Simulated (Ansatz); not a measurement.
B:
```
B
1.0
   -2.31632     2.31632     2.31632
    2.31632    -2.31632     2.31632
    2.31632     2.31632    -2.31632
B
4
Direct
  0.00000   0.25000   0.50000
  0.25000   0.50000   0.00000
  0.50000   0.00000   0.25000
  0.25000   0.25000   0.25000
```

Relaxed with PBEsol. Special points in fractions of this cell's reciprocal vectors: Γ (0.000, 0.000, 0.000); H (0.500, -0.500, 0.500); N (0.000, 0.000, 0.500); P (0.250, 0.250, 0.250).

Q: List the band energies nearest the valence-band maximum at these points for DFT-PBEsol in the program Ansatz with PAW potentials.

A: In eV from the valence-band maximum; about four levels below and three above (degenerate sets whole), none deeper than 8.9 eV; points with the same levels are listed once.

```
k                                below                above
-  -----------------------------------  -------------------
Γ        -3.02 -3.02 -3.02 -1.68 -1.68       1.43 1.43 1.43
H  -7.09 -7.09 -7.09 -2.56 -2.56 -2.56  4.60 4.92 4.92 4.92
N              -4.23 -2.29 -2.23 -1.40       2.83 3.99 4.08
P              -4.63 -4.63 -0.13 -0.13  3.37 3.37 4.89 4.89
```

Space group I4_132. The start of the workflow was typed in or built on a structure type; neither database checked (COD, Materials Project) lists it. It is not the phase usual at ambient conditions (space group No. 166). The cell was relaxed with PBEsol under the symmetry of its start; phonons show weakly imaginary modes.

Potentials: the earlier of the program's two PAW sets. The files were generated under PBE; for other functionals the program regenerates the frozen cores, and for LDA and PBEsol the local potential too.
